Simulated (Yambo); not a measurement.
Absorption of a free-standing SnS2 monolayer (symmetry P-3m1, slab cell 15.9 Å high) under biaxial strain of -3 % in the plane with and without the electron-hole interaction (Yambo, PBE bands; 18×18×1 mesh, 5 valence and 2 conduction bands, static screening with 52 bands and a 3 Ry block, scissor 1.61 eV, Tamm-Dancoff, stochastic integration of W near q = 0; field along x).

```json
[
 {"E (eV)": "1.60", "Im α, BSE (Å)": "0.06", "Im α, independent quasiparticles (Å)": "0.03"},
 {"E (eV)": "1.70", "Im α, BSE (Å)": "0.07", "Im α, independent quasiparticles (Å)": "0.03"},
 {"E (eV)": "1.80", "Im α, BSE (Å)": "0.07", "Im α, independent quasiparticles (Å)": "0.03"},
 {"E (eV)": "1.90", "Im α, BSE (Å)": "0.08", "Im α, independent quasiparticles (Å)": "0.03"},
 {"E (eV)": "2.00", "Im α, BSE (Å)": "0.09", "Im α, independent quasiparticles (Å)": "0.04"},
 {"E (eV)": "2.10", "Im α, BSE (Å)": "0.10", "Im α, independent quasiparticles (Å)": "0.04"},
 {"E (eV)": "2.20", "Im α, BSE (Å)": "0.11", "Im α, independent quasiparticles (Å)": "0.04"},
 {"E (eV)": "2.30", "Im α, BSE (Å)": "0.12", "Im α, independent quasiparticles (Å)": "0.04"},
 {"E (eV)": "2.40", "Im α, BSE (Å)": "0.14", "Im α, independent quasiparticles (Å)": "0.04"},
 {"E (eV)": "2.50", "Im α, BSE (Å)": "0.16", "Im α, independent quasiparticles (Å)": "0.05"},
 {"E (eV)": "2.60", "Im α, BSE (Å)": "0.20", "Im α, independent quasiparticles (Å)": "0.05"},
 {"E (eV)": "2.70", "Im α, BSE (Å)": "0.26", "Im α, independent quasiparticles (Å)": "0.05"},
 {"E (eV)": "2.80", "Im α, BSE (Å)": "0.41", "Im α, independent quasiparticles (Å)": "0.06"},
 {"E (eV)": "2.90", "Im α, BSE (Å)": "0.68", "Im α, independent quasiparticles (Å)": "0.06"},
 {"E (eV)": "3.00", "Im α, BSE (Å)": "0.70", "Im α, independent quasiparticles (Å)": "0.07"},
 {"E (eV)": "3.10", "Im α, BSE (Å)": "0.93", "Im α, independent quasiparticles (Å)": "0.08"},
 {"E (eV)": "3.20", "Im α, BSE (Å)": "0.86", "Im α, independent quasiparticles (Å)": "0.09"},
 {"E (eV)": "3.30", "Im α, BSE (Å)": "1.05", "Im α, independent quasiparticles (Å)": "0.10"},
 {"E (eV)": "3.40", "Im α, BSE (Å)": "1.18", "Im α, independent quasiparticles (Å)": "0.13"},
 {"E (eV)": "3.50", "Im α, BSE (Å)": "1.22", "Im α, independent quasiparticles (Å)": "0.17"},
 {"E (eV)": "3.60", "Im α, BSE (Å)": "1.65", "Im α, independent quasiparticles (Å)": "0.23"},
 {"E (eV)": "3.70", "Im α, BSE (Å)": "2.26", "Im α, independent quasiparticles (Å)": "0.33"},
 {"E (eV)": "3.80", "Im α, BSE (Å)": "3.76", "Im α, independent quasiparticles (Å)": "0.37"},
 {"E (eV)": "3.90", "Im α, BSE (Å)": "4.85", "Im α, independent quasiparticles (Å)": "0.44"},
 {"E (eV)": "4.00", "Im α, BSE (Å)": "4.64", "Im α, independent quasiparticles (Å)": "0.52"},
 {"E (eV)": "4.10", "Im α, BSE (Å)": "5.93", "Im α, independent quasiparticles (Å)": "0.56"},
 {"E (eV)": "4.20", "Im α, BSE (Å)": "7.51", "Im α, independent quasiparticles (Å)": "0.69"},
 {"E (eV)": "4.30", "Im α, BSE (Å)": "7.80", "Im α, independent quasiparticles (Å)": "0.95"},
 {"E (eV)": "4.40", "Im α, BSE (Å)": "10.6", "Im α, independent quasiparticles (Å)": "0.91"},
 {"E (eV)": "4.50", "Im α, BSE (Å)": "14.5", "Im α, independent quasiparticles (Å)": "0.95"},
 {"E (eV)": "4.60", "Im α, BSE (Å)": "10.2", "Im α, independent quasiparticles (Å)": "1.16"},
 {"E (eV)": "4.70", "Im α, BSE (Å)": "6.43", "Im α, independent quasiparticles (Å)": "1.39"},
 {"E (eV)": "4.80", "Im α, BSE (Å)": "5.80", "Im α, independent quasiparticles (Å)": "1.75"},
 {"E (eV)": "4.90", "Im α, BSE (Å)": "5.22", "Im α, independent quasiparticles (Å)": "2.22"},
 {"E (eV)": "5.00", "Im α, BSE (Å)": "5.67", "Im α, independent quasiparticles (Å)": "2.61"},
 {"E (eV)": "5.10", "Im α, BSE (Å)": "4.47", "Im α, independent quasiparticles (Å)": "2.94"},
 {"E (eV)": "5.20", "Im α, BSE (Å)": "3.16", "Im α, independent quasiparticles (Å)": "2.70"},
 {"E (eV)": "5.30", "Im α, BSE (Å)": "3.48", "Im α, independent quasiparticles (Å)": "3.34"},
 {"E (eV)": "5.40", "Im α, BSE (Å)": "4.20", "Im α, independent quasiparticles (Å)": "4.45"},
 {"E (eV)": "5.50", "Im α, BSE (Å)": "6.04", "Im α, independent quasiparticles (Å)": "5.39"},
 {"E (eV)": "5.60", "Im α, BSE (Å)": "10.7", "Im α, independent quasiparticles (Å)": "5.79"},
 {"E (eV)": "5.70", "Im α, BSE (Å)": "7.38", "Im α, independent quasiparticles (Å)": "7.49"},
 {"E (eV)": "5.80", "Im α, BSE (Å)": "3.89", "Im α, independent quasiparticles (Å)": "7.83"},
 {"E (eV)": "5.90", "Im α, BSE (Å)": "2.44", "Im α, independent quasiparticles (Å)": "7.52"},
 {"E (eV)": "6.00", "Im α, BSE (Å)": "1.96", "Im α, independent quasiparticles (Å)": "6.71"},
 {"E (eV)": "6.10", "Im α, BSE (Å)": "1.86", "Im α, independent quasiparticles (Å)": "4.95"},
 {"E (eV)": "6.20", "Im α, BSE (Å)": "1.63", "Im α, independent quasiparticles (Å)": "4.83"},
 {"E (eV)": "6.30", "Im α, BSE (Å)": "1.63", "Im α, independent quasiparticles (Å)": "4.89"},
 {"E (eV)": "6.40", "Im α, BSE (Å)": "1.86", "Im α, independent quasiparticles (Å)": "5.10"},
 {"E (eV)": "6.50", "Im α, BSE (Å)": "1.99", "Im α, independent quasiparticles (Å)": "5.38"},
 {"E (eV)": "6.60", "Im α, BSE (Å)": "2.17", "Im α, independent quasiparticles (Å)": "6.03"},
 {"E (eV)": "6.70", "Im α, BSE (Å)": "2.54", "Im α, independent quasiparticles (Å)": "8.06"},
 {"E (eV)": "6.80", "Im α, BSE (Å)": "2.34", "Im α, independent quasiparticles (Å)": "7.42"},
 {"E (eV)": "6.90", "Im α, BSE (Å)": "1.93", "Im α, independent quasiparticles (Å)": "6.80"},
 {"E (eV)": "7.00", "Im α, BSE (Å)": "1.28", "Im α, independent quasiparticles (Å)": "7.60"}
]
```

The scissor comes from a G0W0 run whose convergence isn't established. Broadening 0.1 eV. The band window holds all transitions up to 7.1 eV. Fine structure above the onset can come from the mesh.

Spin-orbit splittings are left out.

Geometry strained from the cell relaxed with PBEsol, atoms relaxed again; primitive cell a = b = 3.5375 Å, c = 15.9000 Å, α = β = 90.00°, γ = 120.00°.

The potentials are those of PseudoDojo's stringent table.
